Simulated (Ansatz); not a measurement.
**BN (F-43m): energy against volume by PBE and RPA**

```cif
data_structure
_symmetry_space_group_name_H-M 'P 1'
_symmetry_Int_Tables_number 1
_cell_length_a 2.5569
_cell_length_b 2.5569
_cell_length_c 2.5569
_cell_angle_alpha 60.000
_cell_angle_beta 60.000
_cell_angle_gamma 60.000
_cell_volume 11.82
loop_
_atom_site_label
_atom_site_type_symbol
_atom_site_fract_x
_atom_site_fract_y
_atom_site_fract_z
_atom_site_occupancy
B1 B 0.00000 0.00000 0.00000 1
N1 N 0.25000 0.25000 0.25000 1
```

RPA total energy on PBE orbitals, norm-conserving pseudopotentials (Ansatz); 6×6×6 mesh, wave cutoff 1240 eV, correlation extrapolated to infinite response cutoff from cutoffs up to 250 eV, 8 electrons, all correlated, long-wavelength term: optical limit, core-valence exchange-correlation kept as a semilocal term.

Energies and volumes of the whole cell, energies counted from the given cell:

| V/V_given | V (Å³) | PBE (meV) | Hartree-Fock expression on these orbitals (meV) | RPA (meV) |
| --- | --- | --- | --- | --- |
| 0.92 | 10.87 | 120 | 57 | 110 |
| 0.96 | 11.35 | 33 | 0 | 26 |
| 1.00 | 11.82 | 0 | 0 | 0 |
| 1.04 | 12.29 | 13 | 49 | 18 |
| 1.08 | 12.77 | 63 | 138 | 76 |

Question: Fit third-order Birch-Murnaghan curves. Where are the minima?

Answer: PBE: V0 = 5.96 Å³ an atom (lattice constants +0.3 % against the given cell), B0 = 371 GPa; Hartree-Fock expression on these orbitals: V0 = 5.79 Å³ an atom (lattice constants -0.7 % against the given cell), B0 = 440 GPa; RPA: V0 = 5.92 Å³ an atom (lattice constants +0.1 % against the given cell), B0 = 386 GPa. The RPA points scatter about the fit by some 0.7 meV, so its minimum and above all its modulus are rough.

With norm-conserving pseudopotentials the core–valence exchange is only approximate, which can shift gaps by tenths of an eV and RPA lattice constants by most of a per cent.
